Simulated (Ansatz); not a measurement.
## Ansatz run, Cu3ReSe4

Input file of Ansatz 0.2.0:

```yaml
crystal:
  lattice:
    - [5.651962, 0.0, 0.0]
    - [0.0, 5.651962, 0.0]
    - [0.0, 0.0, 5.651962]
  atoms:
    - { symbol: Cu, position: [0.0, 0.5, 0.5] }
    - { symbol: Cu, position: [0.5, 0.0, 0.5] }
    - { symbol: Cu, position: [0.5, 0.5, 0.0] }
    - { symbol: Re, position: [0.5, 0.5, 0.5] }
    - { symbol: Se, position: [0.2554, 0.2554, 0.2554] }
    - { symbol: Se, position: [0.2554, 0.7446, 0.7446] }
    - { symbol: Se, position: [0.7446, 0.7446, 0.2554] }
    - { symbol: Se, position: [0.7446, 0.2554, 0.7446] }
  symmetry: { tolerance: 0.0003 }
kpoints:
  mp_grid: { grid: [6, 6, 6], shift: [0, 0, 0] }
  band_path:
    path:
      - [0.0, 0.0, 0.0]
      - [0.0, 0.5, 0.0]
      - [0.5, 0.5, 0.0]
      - [0.0, 0.0, 0.0]
      - [0.5, 0.5, 0.5]
      - [0.0, 0.5, 0.0]
      - [0.5, 0.5, 0.5]
      - [0.5, 0.5, 0.0]
    npoints: 8
magnetization:
  spin_polarized: false
scf:
  occupations: { method: fermi_dirac }
  lower_state_search: "off"
  max_iter: 200
hamiltonian:
  pseudopotentials: { kind: paw }
  xc: pbe
total_charge: -1
basis:
  ecutwfc: 420
  fft_grid_basis: typed
output:
  forces: true
  stress: true
  eigenvalues: true
  bader: true
  populations: true
  elf: true
  write_potential: true
  volumetric_format: npy
  dos:
    e_range: [-12, 8]
    de: 0.05
    projected: { site_lists: { Cu: [Cu], Re: [Re], Se: [Se] } }
checkpoint:
  read: saved_state
```

The saved state is an earlier solution for the same cell, perhaps on another mesh. 

Parts of the output:

```
Pseudopotentials: kind: paw
Pseudopotential: Cu, paw, valence charge 19, recommended cutoff 420 eV (normal), Cu.paw.azcp
Pseudopotential: Re, paw, valence charge 15, recommended cutoff 420 eV (normal), Re.paw.azcp
Pseudopotential: Se, paw, valence charge 16, recommended cutoff 420 eV (normal), Se.paw.azcp
Functional definition: PBE
  exchange = pbe_x(kappa = kappa, mu = beta*pi^2/3)
  correlation = pbe_c(beta = beta)
Crystal: 8 atoms, lattice volume = 180.550 Å³
Basis set: ecut = 420 eV, 3575 PW (Γ), exchange–correlation on 80×80×80 points (8 copies of the dense FFT grid, shifted against one another)
Bands: 83, of which v1, the nominal top of the filled ones, is band 69 counted from 1 (68 counted from 0)
Symmetry: 24 space group operations
Space group: P-43m (ITA 215), of the structure as read, at distance tolerance 1.7e-3 Å
k-points: 20 of 216 (time reversal used)
Initial density: read from a saved state, or passed on in memory by an earlier SCF of this step, an earlier step, the calling program or the single point that the run made first
Functional: x = pbe(κ = 0.804, μ = 0.2195), c = pbe(β = 0.0667)
Free energy (F): -52610.5793 eV
Harris-Foulkes:  -52610.5793 eV  (|F-HF|=1.29e-8)
Internal energy: -52610.2719 eV  (E = F + TS)
E sigma→0 (E₀):  -52610.4256 eV
Entropy (-TS):   -0.3073 eV (-38.415 meV/atom)
Fermi energy:    10.1381 eV
--- Per-component energies (eV) ---
  E_band       = -3286.6390
  E_kinetic    = 1929.9807
  E_local      = -30298.6996  (includes V_loc(G=0)·N_el)
  E_nonlocal   = -1136.2944
  E_hartree    = 13963.2188
  E_xc         = -1094.7047
  E_vxc        = -1050.3369  (∫ρ·V_xc dr)
  E_paw        = -21312.9121  (= ΣΔE_a)
  E_vpaw       = -657.7425  (= ΣTr[D̂ρ^β])
  E_aug_tail   = -0.0014  (compensation charges beyond the density's cutoff)
  E_ewald      = -14660.8592
  E_smearing   = -0.3073  (= −TS)
  E_deformation_potential = -14.4429  (in the stress; not in F)
--- Stress (GPa, compression-positive) ---
        2.9711       0.0000       0.0000
        0.0000       2.9711       0.0000
        0.0000       0.0000       2.9711
  P = ⅓ Tr σ = 2.9711 GPa (29.711 kbar)
--- Löwdin populations: 8 sites ---
  site symbol       q [e]
     0     Cu     18.4140
     1     Cu     18.4140
     2     Cu     18.4140
     3     Re     14.8967
     4     Se     16.4990
     5     Se     16.4990
     6     Se     16.4990
     7     Se     16.4990
  spilling = 0.0063 (of n_electrons = 137.0000)
```

Origin: a known structure type with other elements, at an estimated volume, so it need not be a known compound. Caveats: many states at the Fermi level without spin polarisation, so a magnetic state may lie lower; charged cell with a uniform background.
